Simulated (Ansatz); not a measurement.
An Ansatz (a quantum-chemistry and plane-wave program) input:

Ansatz 0.2 input:
```yaml
crystal:
  lattice:
    - [5.9497090032, 0.0, 0.0]
    - [0.0, 8.2507470733, 0.0]
    - [0.0, 0.0, 5.7349291267]
  atoms:
    - { symbol: La, position: [0.9466483122, 0.25, 0.0154576423] }
    - { symbol: La, position: [0.0533516878, 0.75, 0.9845423577] }
    - { symbol: La, position: [0.5533516878, 0.75, 0.5154576423] }
    - { symbol: La, position: [0.4466483122, 0.25, 0.4845423577] }
    - { symbol: In, position: [0.0, 0.0, 0.5] }
    - { symbol: In, position: [0.5, 0.0, 0.0] }
    - { symbol: In, position: [0.5, 0.5, 0.0] }
    - { symbol: In, position: [0.0, 0.5, 0.5] }
    - { symbol: O, position: [0.0447353825, 0.25, 0.6129235823] }
    - { symbol: O, position: [0.9552646175, 0.75, 0.3870764177] }
    - { symbol: O, position: [0.4552646175, 0.75, 0.1129235823] }
    - { symbol: O, position: [0.5447353825, 0.25, 0.8870764177] }
    - { symbol: O, position: [0.1982898872, 0.059743859, 0.1960356999] }
    - { symbol: O, position: [0.8017101128, 0.940256141, 0.8039643001] }
    - { symbol: O, position: [0.3017101128, 0.940256141, 0.6960356999] }
    - { symbol: O, position: [0.6982898872, 0.059743859, 0.3039643001] }
    - { symbol: O, position: [0.6982898872, 0.440256141, 0.3039643001] }
    - { symbol: O, position: [0.3017101128, 0.559743859, 0.6960356999] }
    - { symbol: O, position: [0.8017101128, 0.559743859, 0.8039643001] }
    - { symbol: O, position: [0.1982898872, 0.440256141, 0.1960356999] }
kpoints:
  mp_grid: { grid: [3, 2, 3] }
hamiltonian:
  xc: hse06
  pseudopotentials: { kind: paw }
scf:
  n_extra_bands: 20
  occupations: { method: fixed }
output:
  eigenvalues: true
  eigenstates:
    e_range: [-9.0, 13.2]
    kpoints:
      - [0.0, 0.0, 0.0]  # VBM
      - [0.0, 0.0, 0.0]  # CBM
      - [0.0, 0.0, 0.0]  # GAMMA
      - [0.5, 0.0, 0.0]  # X
      - [0.0, 0.0, 0.5]  # Z
      - [0.5, 0.0, 0.5]  # U
      - [0.0, 0.5, 0.0]  # Y
      - [0.5, 0.5, 0.0]  # S
      - [0.0, 0.5, 0.5]  # T
      - [0.5, 0.5, 0.5]  # R
```

### Question
How many symmetry operations and irreducible k-points will the run report?

### Answer
8 operations, 8 of 18 k-points.

### Question
With a cutoff of 420 eV, how many plane waves at Γ?

### Answer
5499.

It took around 30 core-minutes (rough) on shared server cores.

The points marked VBM and CBM come from a semilocal run.

Space group Pnma. The workflow started from a Materials Project entry (that database holds measured and hypothetical structures alike); the Crystallography Open Database files this formula in space group No. 62, but the cells were not matched. Whether it is the stable phase at ambient conditions was not checked. The cell was relaxed with r²SCAN under the symmetry of its start; whether a distortion lowers the energy is not shown. Spin–orbit coupling is left out wherever it is not named.

Potentials: the later of the program's two PAW sets.

Ansatz is a plane-wave DFT program.
